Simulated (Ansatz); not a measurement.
Recipe of this trial structure of GeN: 3-, 4-connected net, elements by coordination (Cmmm, No. 65). Its size is a rough estimate.

```yaml
crystal:
  lattice:
    - [1.43103, -4.69119, 0.00000]
    - [1.43103, 4.69119, 0.00000]
    - [0.00000, 0.00000, 2.97695]
  atoms:
    - { symbol: Ge, position: [0.19500, 0.80500, 0.00000] }
    - { symbol: Ge, position: [0.80500, 0.19500, 0.00000] }
    - { symbol: N, position: [0.09403, 0.90597, 0.50000] }
    - { symbol: N, position: [0.90597, 0.09403, 0.50000] }
```

These are results of Ansatz, DFT PBE, scalar-relativistic, plane waves, PAW, not measurements. Cutoff 420 eV, Gaussian smearing, Γ-centred meshes. Cell and atoms relax first on a coarse mesh and then on a finer one. In between, the cell is made exact in the group found at 0.06 Å. In metals the finer mesh still leaves noise of several meV/atom or more. The steps can't lower the symmetry of their start. No spin polarisation.

A guess keeps its type if space group and coordination stay and the shape of the cell changes little (axis ratios within about 15 %, angles within 6°); the volume may change.

Question: Does this structure survive the relaxation?

Answer: It doesn't keep its type. The symmetry stays Cmmm (No. 65). The volume per atom grows by 85.4 %, from 10.0 to 18.5 Å³. The shortest distance goes from 1.76 Å (Ge–N, Ge–Ge and N–N) to 1.33 Å (N–N). Counting neighbours within 15 % of an atom's shortest distance, the start has Ge 4, N 3 and the end Ge 2, N 1. In detail, at the end Ge is surrounded by 2 N at 1.96 Å; around N lie 1 N at 1.33 Å and 2 Ge at 1.96 Å.

```yaml
crystal:
  lattice:
    - [2.78838, -4.33402, 0.00000]
    - [2.78838, 4.33402, 0.00000]
    - [0.00000, 0.00000, 3.06588]
  atoms:
    - { symbol: Ge, position: [0.21693, 0.78307, 0.00000] }
    - { symbol: Ge, position: [0.78307, 0.21693, 0.00000] }
    - { symbol: N, position: [0.07685, 0.92315, 0.50000] }
    - { symbol: N, position: [0.92315, 0.07685, 0.50000] }
```

The last run used a 10×10×16 mesh (in the run's order of axes) for its 4-atom cell and Gaussian smearing of 0.10 eV. A structure relaxed within its symmetry needn't be a true minimum.
